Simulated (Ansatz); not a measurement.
# All-electron card of TeS2

```xyz
3
Lattice="0.0000 3.2774 3.2774 3.2774 0.0000 3.2774 3.2774 3.2774 0.0000" Properties=species:S:1:pos:R:3 pbc="T T T"
Te    0.0000    0.0000    0.0000
S     1.6387    1.6387    1.6387
S     4.9161    4.9161    4.9161
```

Atoms are numbered in the order listed.

The structure comes from a relaxation in the same program, started in the fluorite type, and has space group Fm-3m. Whether it is a known phase or the ground state wasn't checked.

Spin–orbit coupling is left out, though it moves levels of the heavy atoms by tenths of an eV or more.

All numbers are computed: DFT, PBE, all-electron LAPW, scalar-relativistic (Ansatz 0.2.0); DFT, PBE, PAW with Ansatz's default frozen-core files, scalar-relativistic (Ansatz 0.2.0).

For LAPW: a Γ-centred 10×10×10 k mesh, Fermi–Dirac smearing of 0.03 eV, basis error target 0.5 meV/atom, no spin polarisation. PAW takes a cutoff of 420 eV at this cell. The Ansatz runs share mesh, smearing and spin set-up. Values come from LAPW unless marked.

```
Bader charges (from the PAW run) : Te1 +1.16, S2 -0.58 e
Band gap                         : none: bands cross the Fermi level, a metal
Volume per atom                  : 23.47 Å³
Pressure at this cell            : 0.2 kbar
```

Question: Give the computed value. Density of states at the Fermi level (0.2 eV bin).

Answer: 0.87 states/eV per cell.

Question: Give the computed value. Löwdin charges (with 0.19 e of the cell spilling out of the atomic basis, so their sizes and signs hang on that basis).

Answer: Te1 0.98, S2 -0.40 e.
